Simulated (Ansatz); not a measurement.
**Ansatz run, Ti₂SN**

Input file of Ansatz 0.2.0:

```yaml
crystal:
  lattice:
    - [1.615297, 2.797775, 0.0]
    - [-1.615297, 2.797775, 0.0]
    - [0.0, 0.0, 11.271854]
  atoms:
    - { symbol: Ti, position: [0.33333, 0.33334, 0.099], spin: 1.0 }
    - { symbol: Ti, position: [0.66666, 0.66667, 0.599], spin: 1.0 }
    - { symbol: Ti, position: [0.33333, 0.33334, 0.401], spin: 1.0 }
    - { symbol: Ti, position: [0.66667, 0.66667, 0.901], spin: 1.0 }
    - { symbol: "N", position: [0.0, 0.0, 0.0] }
    - { symbol: "N", position: [0.0, 0.0, 0.5] }
    - { symbol: S, position: [0.66667, 0.66666, 0.25] }
    - { symbol: S, position: [0.33334, 0.33333, 0.75] }
kpoints:
  mp_grid: { grid: [8, 8, 2], shift: [0, 0, 0] }
  band_path:
    path:
      - [0.0, 0.0, 0.0]
      - [0.5, 0.0, 0.0]
      - [0.66666667, 0.33333333, 0.0]
      - [0.0, 0.0, 0.0]
      - [0.0, 0.0, 0.5]
      - [0.5, 0.0, 0.5]
      - [0.66666667, 0.33333333, 0.5]
      - [0.0, 0.0, 0.5]
      - [0.5, 0.0, 0.5]
      - [0.5, 0.0, 0.0]
      - [0.66666667, 0.33333333, 0.5]
    npoints: 6
magnetization:
  spin_polarized: true
scf:
  occupations: { method: fermi_dirac }
  lower_state_search: "off"
  max_iter: 200
hamiltonian:
  pseudopotentials: { kind: paw }
  xc: r2scan
basis:
  ecutwfc: 500
  fft_grid_basis: typed
output:
  forces: true
  stress: true
  eigenvalues: true
  bader: true
  populations: true
  elf: true
  write_potential: true
  volumetric_format: npy
  dos:
    e_range: [-12, 8]
    de: 0.05
    projected: { site_lists: { "N": ["N"], S: [S], Ti: [Ti] } }
checkpoint:
  read: saved_state
```

The run starts from an earlier solution of this cell. The state carries no moments; the state need not be the lowest.

Output (shortened):

```
SCF iter   1: F=-12612.6929 eV  Δρ=1.63e-3  dr2=6.33e-4  dr2_τ=1.10e-3  dr2_m=6.12e-4  M=0.000 μB ∫|m|=0.014 μB
SCF iter   2: F=-12612.6944 eV  Δρ=1.20e-3  dr2=3.45e-4  dr2_τ=1.83e-4  dr2_m=3.26e-4  M=-0.003 μB ∫|m|=0.011 μB  κ⁻¹=1.0e0(r=1)
SCF iter   3: F=-12612.6947 eV  Δρ=5.02e-4  dr2=6.19e-5  dr2_τ=3.78e-5  dr2_m=1.65e-4  M=-0.003 μB ∫|m|=0.009 μB  κ⁻¹=1.1e-2(r=2)
SCF iter   4: F=-12612.6948 eV  Δρ=3.45e-4  dr2=2.23e-5  dr2_τ=1.79e-5  dr2_m=8.40e-5  M=-0.003 μB ∫|m|=0.007 μB  κ⁻¹=1.0e-2(r=3)
SCF iter   5: F=-12612.6950 eV  Δρ=6.03e-5  dr2=8.53e-6  dr2_τ=4.18e-7  dr2_m=8.48e-7  M=-0.002 μB ∫|m|=0.003 μB  κ⁻¹=1.1e-3(r=4)
SCF iter   6: F=-12612.6950 eV  Δρ=3.17e-5  dr2=6.08e-7  dr2_τ=7.73e-8  dr2_m=5.29e-7  M=-0.001 μB ∫|m|=0.002 μB  κ⁻¹=1.9e-5(r=5)
SCF iter   7: F=-12612.6950 eV  Δρ=2.35e-5  dr2=1.93e-7  dr2_τ=2.21e-8  dr2_m=3.38e-7  M=-0.001 μB ∫|m|=0.002 μB
SCF iter   8: F=-12612.6950 eV  Δρ=1.31e-5  dr2=8.00e-8  dr2_τ=6.27e-9  dr2_m=9.14e-8  M=-0.001 μB ∫|m|=0.001 μB  κ⁻¹=1.0e0(r=1)
SCF iter   9: F=-12612.6950 eV  Δρ=4.70e-6  dr2=2.64e-8  dr2_τ=1.06e-9  dr2_m=5.84e-9  M=-0.000 μB ∫|m|=0.001 μB  κ⁻¹=5.1e-2(r=2)
SCF iter  10: F=-12612.6950 eV  Δρ=2.31e-6  dr2=1.26e-8  dr2_τ=2.46e-10  dr2_m=3.28e-10  M=-0.000 μB ∫|m|=0.000 μB  κ⁻¹=1.0e-2(r=3)
SCF iter  11: F=-12612.6950 eV  Δρ=1.19e-6  dr2=3.63e-9  dr2_τ=2.53e-11  dr2_m=4.78e-10  M=-0.000 μB ∫|m|=0.000 μB  κ⁻¹=1.6e-3(r=4)
SCF iter  12: F=-12612.6950 eV  Δρ=7.25e-7  dr2=7.30e-10  dr2_τ=2.63e-11  dr2_m=2.03e-10  M=-0.000 μB ∫|m|=0.000 μB  κ⁻¹=1.1e-4(r=5)
SCF iter  13: F=-12612.6950 eV  Δρ=2.95e-7  dr2=1.95e-10  dr2_τ=2.74e-12  dr2_m=1.82e-11  M=0.000 μB ∫|m|=0.000 μB
Magnetization: 0.0000 μB (35.0000 up, 35.0000 down)
Absolute magnetization: 0.0000 μB (∫|ρ↑−ρ↓|, with the PAW one-centre terms)
Spin contamination: 0.0000 ħ² per cell (⟨S²⟩ above its minimum at these occupations)
Per-site moments (μB) at R_I (Å): [(1.646e-6, 0.8966), (1.646e-6, 0.8966), (1.646e-6, 0.8966), (1.646e-6, 0.8966), (1.185e-6, 0.8966), (1.185e-6, 0.8966), (-4.078e-7, 1.0416), (-4.078e-7, 1.0416)]
Free energy (F): -12612.6950 eV
Harris-Foulkes:  -12612.6950 eV  (|F-HF|=2.02e-10)
Internal energy: -12612.5659 eV  (E = F + TS)
E sigma→0 (E₀):  -12612.6304 eV
Entropy (-TS):   -0.1291 eV (-16.133 meV/atom)
Fermi energy:    14.7196 eV
--- Per-component energies (eV) ---
  E_band       = -568.0856
  E_kinetic    = 1572.4771
  E_local      = -3900.0001  (includes V_loc(G=0)·N_el)
  E_nonlocal   = 173.8005
  E_hartree    = 1598.3701
  E_xc         = -680.9827
  E_vxc        = -897.5734  (∫ρ·V_xc dr)
  E_paw        = -5702.6803  (= ΣΔE_a)
  E_vpaw       = -768.2956  (= ΣTr[D̂ρ^β])
  E_aug_tail   = 0.0004  (compensation charges beyond the density's cutoff)
  E_vtau       = 54.7654  (kinetic-family band-sum trace: ∫τ·v_τ [+ j·A + Jᵃ·Aᵃ] dr)
  E_ewald      = -5672.2585
  E_core_change = -1.2925  (= ΣΔE_core)
  E_smearing   = -0.1291  (= −TS)
--- Forces (eV/Å), atoms counted from 1 ---
  atom   1  Ti     0.0000     0.0000    -1.0630
  atom   2  Ti     0.0000     0.0000    -1.0630
  atom   3  Ti     0.0000     0.0000     1.0630
  atom   4  Ti     0.0000     0.0000     1.0630
  atom   5  N      0.0000     0.0000     0.0000
  atom   6  N      0.0000     0.0000     0.0000
  atom   7  S      0.0000     0.0000     0.0000
  atom   8  S      0.0000     0.0000     0.0000
--- Stress (GPa, compression-positive) ---
       -8.9219       0.0000       0.0000
        0.0000      -8.9219       0.0000
        0.0000       0.0000     -11.3850
  P = ⅓ Tr σ = -9.7429 GPa (-97.429 kbar)
--- Löwdin populations: 8 sites ---
  site symbol       q [e]    m [muB]
     0     Ti     11.2804     0.0000
     1     Ti     11.2804     0.0000
     2     Ti     11.2804     0.0000
     3     Ti     11.2804     0.0000
     4      N      5.8311     0.0000
     5      N      5.8311     0.0000
     6      S      6.4069     0.0000
     7      S      6.4069     0.0000
  spilling = 0.0057 (of n_electrons = 70.0000)
```

Absolute energies hang on the potentials; compare differences alone.

Origin: a known structure type with other elements, at an estimated volume, so it need not be a known compound.
